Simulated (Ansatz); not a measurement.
**Ansatz 0.2.0, settings compared: PbAu2**

The command:

```bash
ansatz run input.yaml --threads 1 --pin off --max-ram 2560MiB --backend cpu --events-out ev --progress --plain --runs-dir out
```

The input file (Ansatz 0.2.0, plane waves):

```yaml
crystal:
  lattice:
    - [0.0, 3.98429912, 3.98429912]
    - [3.98429912, 0.0, 3.98429912]
    - [3.98429912, 3.98429912, 0.0]
  atoms:
    - { symbol: Pb, position: [0.0, 0.0, 0.0] }
    - { symbol: Pb, position: [0.25, 0.25, 0.25] }
    - { symbol: Au, position: [0.625, 0.625, 0.625] }
    - { symbol: Au, position: [0.125, 0.625, 0.625] }
    - { symbol: Au, position: [0.625, 0.625, 0.125] }
    - { symbol: Au, position: [0.625, 0.125, 0.625] }
  symmetry: { tolerance: 0.0003 }
kpoints:
  mp_grid: { grid: [4, 4, 4], shift: [0, 0, 0] }
magnetization:
  spin_polarized: false
scf:
  occupations: { method: fermi_dirac }
hamiltonian:
  pseudopotentials: { kind: paw }
  xc: r2scan
basis:
  ecutwfc: 500
output:
  forces: true
  stress: true
  eigenvalues: true
```

Origin of the cell: a database entry, scaled a little.

The smearing width isn't typed, so it takes its default of 0.1 eV.

Output of this run (shortened):

```
Pseudopotentials: kind: paw
Pseudopotential: Pb, paw, valence charge 14, recommended cutoff 500 eV (meta_gga), Pb.paw.azcp
Pseudopotential: Au, paw, valence charge 19, recommended cutoff 500 eV (meta_gga), Au.paw.azcp
Functional definition: r2SCAN
  exchange = r2scan_x(k0 = k0, k1 = k1, a1 = a1)
  correlation = r2scan_c
Crystal: 6 atoms, lattice volume = 126.499 Å³
Basis set: ecut = 500 eV, 3215 PW (Γ), exchange–correlation on 180×180×180 points (64 copies of the dense FFT grid, shifted against one another)
Bands: 63, of which v1, the nominal top of the filled ones, is band 52 counted from 1 (51 counted from 0)
Symmetry: 48 space group operations
Space group: Fd-3m (ITA 227), of the structure as read, at distance tolerance 1.5e-3 Å
[… 7 lines left out …]
Initial density: superposition of atomic densities (neutral atoms: chi_scale 0, normalization atom), corrected by the library's trained network
Functional: x = r2scan, c = r2scan; τ floored in thin density (d = 2e-4 eV/Å³)
SCF iter   1: F=—  HF=-76496.043149 eV  Δρ=1.40e-2  dr2=3.14e-1  dr2_τ=2.99e-2  defer=8
SCF iter   2: F=—  HF=-76495.989218 eV  Δρ=4.31e-3  dr2=2.27e-2  dr2_τ=8.26e-3  defer=20
SCF iter   3: F=—  HF=-76495.993004 eV  Δρ=1.80e-3  dr2=3.11e-3  dr2_τ=1.61e-4  defer=12
SCF iter   4: F=—  HF=-76495.994314 eV  Δρ=4.54e-4  dr2=1.58e-4  dr2_τ=1.26e-5  defer=12
SCF iter   5: F=—  HF=-76495.994445 eV  Δρ=1.07e-4  dr2=1.61e-5  dr2_τ=7.18e-7  defer=12
SCF iter   6: F=—  HF=-76495.994602 eV  Δρ=2.27e-5  dr2=4.40e-7  dr2_τ=3.64e-8  defer=12
SCF iter   7: F=-76495.994603 eV  HF=-76495.994603 eV  Δρ=7.02e-6  dr2=7.78e-8  dr2_τ=3.50e-9
SCF 1 converged in 7 iterations: F = -76495.994603 eV  dr2 = 7.78e-8
SCF converged after 7 iterations
Free energy (F): -76495.994603 eV
Harris-Foulkes:  -76495.994603 eV  (|F-HF|=2.87e-8)
Internal energy: -76495.930875 eV  (E = F + TS)
E sigma→0 (E₀):  -76495.962739 eV
Entropy (-TS):   -0.063727 eV (-10.621 meV/atom)
Fermi energy:    16.164013 eV
--- Per-component energies (eV) ---
  E_band       = -1162.966645
  E_kinetic    = 3001.101278
  E_local      = -10519.226152  (includes V_loc(G=0)·N_el)
  E_nonlocal   = 1001.341434
  E_hartree    = 4476.810531
  E_xc         = -1291.359857
  E_vxc        = -1521.312880  (∫ρ·V_xc dr)
  E_paw        = -59789.497283  (= ΣΔE_a)
  E_vpaw       = -2184.173489  (= ΣTr[D̂ρ^β])
  E_aug_tail   = 0.002970  (compensation charges beyond the density's cutoff)
  E_vtau       = 105.646414  (kinetic-family band-sum trace: ∫τ·v_τ [+ j·A + Jᵃ·Aᵃ] dr)
  E_ewald      = -13376.329506
  E_core_change = 1.225710  (= ΣΔE_core)
  E_smearing   = -0.063727  (= −TS)
  Σ components = -76495.994603   (vs F -76495.994603, Δ=0.00e0)
--- Forces (eV/Å), atoms counted from 1 ---
  atom   1  Pb     0.000000     0.000000     0.000000
  atom   2  Pb    -0.000000     0.000000     0.000000
  atom   3  Au     0.000000    -0.000000    -0.000000
  atom   4  Au     0.000000    -0.000000    -0.000000
  atom   5  Au     0.000000    -0.000000    -0.000000
  atom   6  Au     0.000000     0.000000     0.000000
  max |Σ_I F_I| component: 0.0 eV/Å
--- Stress (GPa, compression-positive) ---
        2.982173      -0.000000       0.000000
       -0.000000       2.982173       0.000000
        0.000000      -0.000000       2.982173
  P = ⅓ Tr σ = 2.9822 GPa (29.822 kbar)
```

The same input was run again with these changes:

1. `kpoints.mp_grid.grid` [4, 4, 4] → [3, 3, 3]; `scf.occupations.method` fermi_dirac → gaussian; `scf.occupations.width` default → 0.01
2. `scf.occupations.method` fermi_dirac → cold; `scf.occupations.width` default → 0.01
3. `scf.occupations.method` fermi_dirac → gaussian; `scf.occupations.width` default → 0.001

| run | end | SCF iterations | P (GPa) | max force component (eV/Å) | moment (μB) | ΔE(σ→0) (meV/atom) |
| --- | --- | --- | --- | --- | --- | --- |
| base | converged | 7 | 2.98 | 0.000 | – | 0 |
| 1 | converged | 7 | 3.35 | 0.000 | – | -23.75 |
| 2 | converged | 7 | 2.78 | 0.000 | – | -1.21 |
| 3 | converged | 7 | 2.78 | 0.000 | – | -1.21 |

Energies are compared only where functional, datasets, charge and starting cell are the same.

Not properties of the system: run 1 (too coarse or loose: `kpoints.mp_grid.grid` = [3, 3, 3]).

Caveats of the base run: no spin-orbit coupling, though heavy elements are present; the k mesh is coarse if the cell is a metal.

The base run ran for 11 s on 1 thread of Intel(R) Xeon(R) Platinum 8375C CPU @ 2.90GHz (Ice Lake), on a shared host, peak memory 0.87 GiB, from the program's own first density.
